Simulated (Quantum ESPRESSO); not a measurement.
## Different elements on one site among Cu Li Mo

All numbers below are calculated, not measured. They come from Quantum ESPRESSO 7.5, a public plane-wave density functional program. Each row is one single-point run on a made-up periodic cell of eight metal atoms, with elements, volume, strain and displacements drawn at random and not relaxed, so a cell may be unstable or far from any real phase. There is no spin polarisation or spin-orbit coupling.

Settings: PBE unless stated; PseudoDojo standard norm-conserving files; Fermi-Dirac width 0.25 eV, which means electrons at about 2900 K; cutoff 1252 eV; 9 x 5 x 3 k mesh shifted half a step off Gamma. E is the free energy of the whole cell (internal energy minus TS), so a -TS column is already part of it. Stress is positive in tension, and the pressure P is minus a third of its trace.

Checks: one run of this series was repeated at a higher cutoff and on a denser mesh, which moved values by no more than 0.003 eV, 0.07 GPa and 0.007 eV/Å, and a second program with other atomic files agreed on it to 2 % rms in force and 0.5 GPa in pressure. Known limits: the copper pseudopotential is less sure than most, with forces differing by about three percent and pressure by about two GPa from a second method on plain copper; a spin test at this wide smearing found no moment, but such smearing suppresses magnetism that the real alloy may have.

The lattice is face-centred cubic, and the cell vectors in Å are (-0.014, -1.941, -1.927); (-3.839, 1.936, -1.951); (5.772, 5.875, -3.863), a volume of 115.59 Å³. The elements on sites 1 to 8 are X Mo Mo Mo Li Mo Mo Cu. The runs change X and keep the cell and the displaced positions. The column v is a rough volume for each atom of the pure element, close to PBE values, from general knowledge and not from these runs. Energies are left out, as each element's file has its own zero.

```
run   X  v (Å³)  -TS (eV)  force on X (eV/Å)  rms force (eV/Å)  P (GPa)
  1  Al    16.5         ?                  ?                 ?        ?
  2  Mo    15.8    -1.557              0.507             0.891    17.07
  3   V    13.4    -1.746              0.272             0.950    14.34
  4  Nb    18.1    -1.574              0.754             0.811    20.77
  5  Ti    17.3    -1.679              0.568             0.841    18.01
```

## Worked fit

A straight line through the runs shown gives P = -2.4 + 1.234 v GPa with v in Å³, an error of 0.251 on the slope and a scatter of 0.90 GPa. At this fixed volume the pressure tends to rise with the size of X.

## Withheld run

Question: what pressure should run 1, with Al, give?

The fit gives 17.96 ± 1.01 GPa. The calculation gave 16.27 GPa.
